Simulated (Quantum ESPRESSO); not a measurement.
# Planted mistakes on one cell of B2SiO2N2

These are calculations, not measurements. They come from pw.x of Quantum ESPRESSO 7.5, a plane-wave density functional program, with PseudoDojo standard norm-conserving files (v0.5 for PBE, v0.4.1 for LDA and PBEsol). The cells are made up: elements, strain and atom displacements were drawn at random, and nothing was relaxed. There is no spin polarisation, spin-orbit coupling or dispersion term.

The cell has 8 sites of a wurtzite lattice (rectangular cell). Sites 1 to 4 hold B B empty Si; sites 5 to 8 hold O N N O. Cell vectors in Å: (2.663, 0.022, 0.004); (0.038, 4.653, 0.021); (0.007, 0.020, 4.419). Settings: PBE, cutoff 1143 eV, 7 x 4 x 4 k mesh shifted by half a step, Fermi-Dirac smearing of 0.025 eV.

The intended run has a self-consistency threshold of 1e-07 eV, a smearing term of 0.000 eV, a pressure of 8.63 GPa and 13 iterations. Each further run changes one thing: all lengths scaled by 0.9879; atoms of sites 6 and 8 exchanged; cutoff 734 eV; files of LDA; k mesh 2 x 2 x 2; one electron removed; smearing 0.7 eV; threshold 0.2 eV. A coarse mesh keeps the shift, and a charged cell sits in a uniform background.

| run | change of free energy (eV) | smearing term -TS (eV) | change of P (GPa) | largest change of a force component (eV/Å) | iterations |
| --- | --- | --- | --- | --- | --- |
| A | -0.285 | -0.986 | 2.15 | 0.437 | 11 |
| B | 0.169 | 0.000 | 10.64 | 0.824 | 13 |
| C | -0.843 | 0.000 | -12.70 | 0.556 | 13 |
| D | 0.047 | 0.000 | 2.70 | 0.259 | 5 |
| E | -9.081 | -0.009 | -42.56 | 1.737 | 13 |
| F | -1.074 | 0.000 | -5.87 | 5.535 | 13 |
| G | 1.064 | 0.000 | -17.78 | 0.078 | 13 |
| H | -0.856 | 0.000 | -1.21 | 0.537 | 12 |

A rerun of the intended cell at 1437 eV and k mesh 9 x 6 x 6 moved values by no more than 0.002 eV in the cell's energy, 0.02 GPa in stress and 0.003 eV/Å in force.

Question: which change belongs to which run?

## Worked reading

Run D has the fewest iterations, as a run stopped early does. Run A has the largest smearing term, as wide smearing gives. Run B changes the volume by a factor of 0.9641; minus its pressure change over the logarithm of that factor, 291 GPa, is a rough bulk modulus with clamped atoms. Energies from files of another functional, or of a charged cell, have another zero and say nothing on stability; the pressure of a charged cell rests on the program's zero of potential too.

## Key

| run | change |
| --- | --- |
| A | smearing 0.7 eV |
| B | all lengths scaled by 0.9879 |
| C | files of LDA |
| D | threshold 0.2 eV |
| E | one electron removed |
| F | atoms of sites 6 and 8 exchanged |
| G | cutoff 734 eV |
| H | k mesh 2 x 2 x 2 |